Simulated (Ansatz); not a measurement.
The start is a generated trial cell of Zr in the AFLOW prototype A_cI16_220_c (as in Li). A full variable-cell relaxation at zero pressure is run with r2SCAN (plane waves to 500 eV, PAW, scalar-relativistic; Ansatz, a quantum-chemistry and plane-wave program). First-step values are on the input's coarse k-mesh.

Ansatz input (later rounds restart from its end on a renewed k-mesh):
Ansatz 0.2 input:
```yaml
crystal:
  lattice:
    - [-3.59571, 3.59571, 3.59571]
    - [3.59571, -3.59571, 3.59571]
    - [3.59571, 3.59571, -3.59571]
  atoms:
    - { symbol: Zr, position: [0.402, 0.402, 0.402] }
    - { symbol: Zr, position: [0.5, 0, 0.098] }
    - { symbol: Zr, position: [0, 0.098, 0.5] }
    - { symbol: Zr, position: [0.098, 0.5, 0] }
    - { symbol: Zr, position: [0.902, 0.902, 0.902] }
    - { symbol: Zr, position: [0.5, 0, 0.598] }
    - { symbol: Zr, position: [0, 0.598, 0.5] }
    - { symbol: Zr, position: [0.598, 0.5, 0] }
basis: { ecutwfc: 500, ecutrho_ratio: 4, xc_grid: 4, fft_grid_basis: typed }
kpoints: { mp_grid: { grid: [7, 7, 7] } }
hamiltonian:
  xc: r2scan
  dispersion: none
  pseudopotentials: { kind: paw }
scf: { occupations: { method: fermi_dirac, width: 0.05 } }
relax: { f_tol: 0.01, max_steps: 100, cell: { stress_tol: 0.02 } }
output: { forces: true, stress: true }
```

Problem. What is the largest force in the starting geometry, and on which atom (counted from 1)?

Solution. 1.52 eV/Å, on Zr1, Zr2, Zr3, Zr4, Zr5, Zr6, Zr7, Zr8 (atoms numbered as listed).

Problem. By how much does the energy per atom fall from start to end?

Solution. 0.31 eV/atom.

Problem. What band gap does the relaxed structure have at this level?

Solution. No gap (metallic).

Problem. Give the final cell and atomic positions.

Solution. 
```cif
data_Zr16
_chemical_formula_sum 'Zr16'
_space_group_name_H-M_alt 'I-43d'
_space_group_IT_number 220
_space_group_name_Hall 'I -4bd 2c 3'
_cell_length_a 7.19343
_cell_length_b 7.19343
_cell_length_c 7.19343
_cell_angle_alpha 90.000
_cell_angle_beta 90.000
_cell_angle_gamma 90.000
loop_
_atom_site_label
_atom_site_type_symbol
_atom_site_symmetry_multiplicity
_atom_site_Wyckoff_symbol
_atom_site_fract_x
_atom_site_fract_y
_atom_site_fract_z
_atom_site_occupancy
Zr1 Zr 16 c 0.22994 0.22994 0.22994 1
```
(The calculation used a cell of 8 atoms; values per cell refer to that cell.)

The space group stays I-43d (No. 220) (the run could not lower it); the end is AFLOW prototype A_cI16_220_c (as in Li), with 8 atoms in the primitive cell. Final values are on a 9×9×9 k-mesh of the relaxed cell. No spin polarisation in the result.

The run could not lose the symmetry of its start: the end is stationary, and may be a saddle point rather than a minimum.

The relaxed structure here is a generated cell of Zr: the first start was made by placing the elements on the sites of a structure type, and the end was not matched to a known phase here, so it may be hypothetical. Known forms of Zr include space group No. 194.
